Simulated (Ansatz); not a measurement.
# RbGdSe2 (NaFeO2-type structure)

Computed with Ansatz (plane waves, PAW): PBEsol+U, U_eff = 8.0 eV (Dudarev form) on Gd f, fully localised double counting, collinear spin, scalar-relativistic, 420 eV, PAW set soft_2 (made for PBE), 5×5×5 mesh, Gaussian smearing of 0.05 eV.

```
Rb Gd Se
1.0
     2.14065    1.23591    7.77139
    -2.14065    1.23591    7.77139
     0.00000   -2.47181    7.77139
Rb Gd Se
1 1 2
Direct
  0.50000 0.50000 0.50000
  0.00000 0.00000 0.00000
  0.26670 0.26670 0.26670
  0.73330 0.73330 0.73330
```

The cell is an idealised prototype at the compound's measured volume; the real structure may be a distorted variant.

Cell and atoms stay fixed. Atoms count from 1 in the text and from 0 in parts of the program's output.

Two runs on this cell converged from different starts. The ends of their outputs, energies left out (λ are the eigenvalues of a shell's occupation matrix):

Run A:

```
Magnetization: 5.0000 μB (32.0000 up, 27.0000 down)
Absolute magnetization: 5.3036 μB (∫|ρ↑−ρ↓|, with the PAW one-centre terms)
Per-site moments (μB) at R_I (Å): [(-0.00475, 1.40183), (5.08411, 1.20428), (-0.05423, 1.20428), (-0.05423, 1.20428)]
Entropy (-TS):    0.000000 eV ( 0.000 meV/atom)
Fermi energy:    7.298647 eV
--- Forces (eV/Å), atoms counted from 1 ---
  atom   1  Rb     0.00000000     0.00000000     0.00000000
  atom   2  Gd     0.00000000     0.00000000     0.00000000
  atom   3  Se     0.00000000     0.00000000     0.18464860
  atom   4  Se     0.00000000     0.00000000    -0.18464860
--- Stress (GPa, compression-positive) ---
       -1.056108       0.000000       0.000000
        0.000000      -1.056108       0.000000
        0.000000       0.000000      -0.489653
  P = ⅓ Tr σ = -0.8673 GPa (-8.673 kbar)
--- Löwdin populations: 4 sites ---
  site symbol       q [e]    m [muB]
     0     Rb      8.2577    -0.0049
     1     Gd     17.3833     5.1623
     2     Se     16.6206    -0.0792
     3     Se     16.6206    -0.0792
--- Occupation matrices: 1 shell (run DFT+U table (all-electron-ortho-atomic); ε = 1.57e-3) ---
  Gd1 f_4F up     Tr n = 6.0797  λ = 0.081 1.000 1.000 1.000 1.000 1.000 1.000
  Gd1 f_4F dn     Tr n = 1.0219  λ = 0.000 0.002 0.002 0.006 0.006 0.008 0.999
```

Run B:

```
Magnetization: 7.0000 μB (33.0000 up, 26.0000 down)
Absolute magnetization: 7.2301 μB (∫|ρ↑−ρ↓|, with the PAW one-centre terms)
Per-site moments (μB) at R_I (Å): [(-0.00313, 1.40183), (7.01873, 1.20428), (-0.04298, 1.20428), (-0.04298, 1.20428)]
Fermi energy:    7.990103 eV
--- Forces (eV/Å), atoms counted from 1 ---
  atom   1  Rb     0.00000000     0.00000000     0.00000000
  atom   2  Gd     0.00000000     0.00000000     0.00000000
  atom   3  Se     0.00000000     0.00000000     0.10145838
  atom   4  Se     0.00000000     0.00000000    -0.10145838
--- Stress (GPa, compression-positive) ---
       -1.225859       0.000000       0.000000
        0.000000      -1.225859       0.000000
        0.000000       0.000000      -0.126170
  P = ⅓ Tr σ = -0.8593 GPa (-8.593 kbar)
--- Löwdin populations: 4 sites ---
  site symbol       q [e]    m [muB]
     0     Rb      8.2582    -0.0032
     1     Gd     17.3530     7.1135
     2     Se     16.6337    -0.0580
     3     Se     16.6337    -0.0580
--- Occupation matrices: 1 shell (run DFT+U table (all-electron-ortho-atomic); ε = 9.58e-6) ---
  Gd1 f_4F up     Tr n = 6.9980  λ = 1.000 1.000 1.000 1.000 1.000 1.000 1.000
  Gd1 f_4F dn     Tr n = 0.0232  λ = 0.000 0.002 0.002 0.002 0.005 0.005 0.007
```

Problem. Which run lies higher in energy, by how much, and why?

Solution. Run A, by 979.1 meV/atom. Run A has a gap of 0.30 eV; run B has a gap of 1.68 eV and a whole-number cell moment of 7 μB, as a collinear insulator must have. On Gd2, N↑ − N↓ is 5.06 in size in run A against 6.97 in run B: with fewer parallel spins, run A lacks part of the exchange energy behind Hund's first rule. With J = 0 the Hubbard energy is (U/2) Σ λ(1 − λ), a penalty on fractional natural occupations. The sums Σ λ(1 − λ) over the cell's shells are 0.02 for run B and 0.10 for run A, which at U/2 = 4.00 eV give 0.10 and 0.40 eV per cell. Of the difference of 3.92 eV per cell, the Hubbard term gives 0.30 eV and all other terms 3.61 eV, so the Hubbard term itself makes little of it, though U shapes both states. The other terms are taken on each state's own density, so they aren't the result of a run without U.

With one Gd ion in the cell, Gd moments can't oppose each other.

In the lower state the fixed cell carries forces up to 0.10 eV/Å; relaxing would change energies and could change the order of close states.

Run A started from: random orbitals: single harmonics, lower spin (6+1 electrons), moments Gd2 5.00 μB, occupations held for 5 iterations. Run B started from atoms, symmetry kept, no search, moments Gd2 7.00 μB. At this level the cell was started in 7 ways. Run B holds the lowest state found for this cell, which doesn't make it the ground state. Spin–orbit coupling is left out. U wasn't fitted or computed for this material, so the results show what this U gives and needn't match the real solid. Gaps are Kohn–Sham gaps over the k-mesh alone and may be smaller between its points.
